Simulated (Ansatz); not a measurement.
TiFe (CsCl type, Pm-3m) at seven volumes, plane-wave PAW PBEsol (Ansatz code), scaled uniformly. One row is withheld.

| V (Å³/atom) | P (GPa) |
|---|---|
| 11.286 | 23.89 |
| 11.658 | 14.69 |
| 12.030 | 6.79 |
| 12.402 | -0.01 |
| 12.774 | -5.85 |
| 13.146 | ? |
| 13.519 | -15.18 |

### Question
Fit the shown pressures and predict the withheld one.

### Answer
P = (3/2)B₀(x^(7/2) − x^(5/2))[1 + (3/4)(B′ − 4)(x − 1)] with x = (V₀/V)^(2/3). Least squares on the six rows gives V₀ = 12.402 Å³/atom, B₀ = 210 GPa, B′ = 4.04. At V = 13.146, x = 0.9619 and P = -10.88 GPa. The run itself gave -10.87 GPa.

The workflow started from a Materials Project entry (that database holds measured and hypothetical structures alike); the Crystallography Open Database files this formula in space group No. 221, but the cells were not matched. Its standing as an ambient phase is unchecked. The PBEsol relaxation kept the symmetry of its start; of distortions, only those at the zone centre were tested. No spin polarisation was allowed.

Potentials: the later of the program's two PAW sets.
